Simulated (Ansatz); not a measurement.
The relaxed structure here is a generated cell of CoSn: the first start was made by a random draw of sites in a space group, and the end was not matched to a known phase here, so it may be hypothetical. Known forms of CoSn include space group No. 191.

One stationary structure of CoSn. Space group P-6m2 (No. 187), AFLOW prototype AB_hP2_187_d_a (B_h, as in WC). Method: r2SCAN (plane waves to 500 eV, PAW, scalar-relativistic; Ansatz, an electronic-structure program).

Space group P-6m2 (No. 187); a = 3.634 Å, b = 3.634 Å, c = 3.036 Å, α = 90.00°, β = 90.00°, γ = 120.00°

```json
[
 {"atom": "Co", "site": "1e", "symmetry": "-6m2", "x": "0.6667", "y": "0.3333", "z": "0.0000"},
 {"atom": "Sn", "site": "1d", "symmetry": "-6m2", "x": "0.3333", "y": "0.6667", "z": "0.5000"}
]
```

What is the computed magnetic moment (r2SCAN)?

Net 0.47 μB/atom, ferromagnetic.

Spin state reached: ferromagnetic (net 0.47 μB/atom), from parallel starting moments; other spin orders were not run from this start. r2SCAN tends to overstate moments in metals.

The run could not lose the symmetry of its start, so the end can be a saddle point.
